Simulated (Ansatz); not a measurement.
Start of a relaxation of CaIrC6N6:

```cif
data_structure
_symmetry_space_group_name_H-M 'Fm-3m'
_symmetry_Int_Tables_number 225
_cell_length_a 10.5670
_cell_length_b 10.5670
_cell_length_c 10.5670
_cell_angle_alpha 90.000
_cell_angle_beta 90.000
_cell_angle_gamma 90.000
_cell_volume 1179.93
loop_
_atom_site_label
_atom_site_type_symbol
_atom_site_symmetry_multiplicity
_atom_site_Wyckoff_symbol
_atom_site_fract_x
_atom_site_fract_y
_atom_site_fract_z
_atom_site_occupancy
Ca1 Ca 4 a 0.00000 0.00000 0.00000 1
Ir1 Ir 4 b 0.50000 0.00000 0.00000 1
C1 C 24 e 0.19930 0.00000 0.00000 1
N1 N 24 e 0.31002 0.00000 0.00000 1
```

Method: Ansatz 0.2.0, DFT PBE, scalar-relativistic, plane waves, PAW. Cutoff 420 eV, Gaussian smearing, Γ-centred meshes. Cell and atoms relax first on a coarse mesh and then on a finer one. In between, the cell is made exact in the group found at 0.06 Å. In metals the finer mesh still leaves noise of several meV/atom or more. The steps can't lower the symmetry of their start. Collinear spin, starting moments Ir 1.0 μB.

A guess keeps its type if space group and coordination stay and the shape of the cell changes little (axis ratios within about 15 %, angles within 6°); the volume may change.

Task: Does it keep its structure type, or change into something else?

Result: It keeps its type. The symmetry stays Fm-3m (No. 225). The volume per atom grows by 28.6 %, from 21.1 to 27.1 Å³. The shortest distance stays 1.17 Å (C–N). Counting neighbours within 15 % of an atom's shortest distance, the start has C 1, Ca 6, Ir 6, N 1 and the end C 1, Ca 6, Ir 6, N 1.

The last run used collinear spin, a 6×6×6 mesh for its 14-atom cell and Gaussian smearing of 0.10 eV. These runs have no spin–orbit coupling, which can matter for Ir. Another magnetic order may lie lower. A structure relaxed within its symmetry needn't be a true minimum.
